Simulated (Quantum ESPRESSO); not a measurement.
## Ge7 (a curve over strain)

Simulated, not a measurement. The program is pw.x of Quantum ESPRESSO 7.5 (plane-wave density functional theory). The cell is made up: 7 atoms on a zincblende/diamond lattice with one site empty, with randomly drawn elements, strain and displacements, not relaxed. PseudoDojo standard norm-conserving files (v0.5 for PBE, v0.4.1 for LDA and PBEsol) set the functional; there is no spin polarisation, spin-orbit coupling or dispersion term, and the masses in the input are unused placeholders. A spin-polarised start on this cell or one of its family kept no moment.

Seven runs add a strain to one cell (along z); the atoms follow the cell and are not relaxed. Stress in the table is positive in tension.

Input of the run at +0.0058:

```
&control calculation='scf', pseudo_dir='./dojo.nc.sr.pbe.v0_5.standard.upf', outdir='./o', disk_io='low', tprnfor=.true., tstress=.true. /
&system ibrav=0, nat=7, ntyp=1, nbnd=59, ecutwfc=77.98206166, nosym=.true., tot_charge=0,
 occupations='smearing', smearing='fd', degauss=0.0073498644
/
&electrons conv_thr=7.350e-09, electron_maxstep=60, /
ATOMIC_SPECIES
Ge 1.0 Ge.upf
CELL_PARAMETERS angstrom
5.8945 0.0 0.0
0.0 5.8945 0.0
0.0 0.0 5.9287
ATOMIC_POSITIONS angstrom
Ge -0.0549 0.0754 -0.0599
Ge 0.0329 2.9179 2.8898
Ge 2.9812 -0.0363 3.0819
Ge 2.827 2.9013 -0.0194
Ge 1.5831 1.4164 1.3574
Ge 4.5364 1.5103 4.3508
Ge 4.3512 4.32 1.4476
K_POINTS automatic
6 6 6 1 1 1
```

| added strain | free energy less that of the input shown (eV) | stress xx (GPa) | stress yy (GPa) | stress zz (GPa) | stress xy (GPa) | pressure (GPa) | iterations |
| --- | --- | --- | --- | --- | --- | --- | --- |
| -0.0247 | -0.1174 | 3.00 | 2.16 | 2.23 | -1.21 | -2.47 | 11 |
| -0.0197 | -0.1023 | 3.10 | 2.28 | 2.50 | -1.19 | -2.63 | 11 |
| -0.0155 | -0.0885 | 3.18 | 2.38 | 2.72 | -1.16 | -2.76 | 11 |
| -0.0122 | -0.0767 | 3.25 | 2.45 | 2.89 | -1.14 | -2.86 | 11 |
| +0.0058 | 0.0000 | 3.55 | 2.81 | 3.80 | -1.05 | -3.39 | 11 |
| +0.0125 | 0.0337 | 3.65 | 2.93 | 4.12 | -1.01 | -3.57 | 11 |
| +0.0166 | 0.0557 | 3.71 | 3.00 | 4.32 | -0.99 | -3.68 | 11 |

A cubic fit gives a slope of stress zz against the added strain of 50 GPa at zero added strain, with the atoms clamped. Across the table the free energy follows the integral of the stress to within 1.2 meV. A rerun of one of the cells at 1347 eV and a 8 x 8 x 8 mesh moved values by no more than 0.002 eV in energy, 0.02 GPa in stress and 0.003 eV/Å in force.